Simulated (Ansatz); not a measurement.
AlP:
```
CELL_PARAMETERS angstrom
      3.83470     0.00000     0.00000
     -1.91735     3.32095     0.00000
      0.00000     0.00000     6.29920
ATOMIC_POSITIONS crystal
  Al 0.33333 0.66667 0.00015
  Al 0.66667 0.33333 0.50015
  P  0.33333 0.66667 0.37485
  P  0.66667 0.33333 0.87485
```

Tensor components refer to the Cartesian frame of this cell.

Give the high-frequency dielectric tensor and the Born effective charge tensors of the independent atoms from DFPT, the program Ansatz at the LDA level (PAW).


ε∞:
```
8.31  0.00  0.00
0.00  8.31  0.00
0.00  0.00  8.68
```
Z* of atom 1 (Al), rows: field, columns: displacement, in e:
```
2.16  0.00  0.00
0.00  2.16  0.00
0.00  0.00  2.33
```
Z* of atom 3 (P), rows: field, columns: displacement, in e:
```
-2.16   0.00   0.00
 0.00  -2.16   0.00
 0.00   0.00  -2.33
```

Space group P6_3mc (wurtzite). The first step of the workflow began from a Materials Project structure, measured or hypothetical; the Crystallography Open Database copy checked does not list it. It is not the phase usual at ambient conditions (space group No. 216). The LDA relaxation kept the symmetry of its start; its stability against distortions is not shown here.

Potentials: the later of the program's two PAW sets.
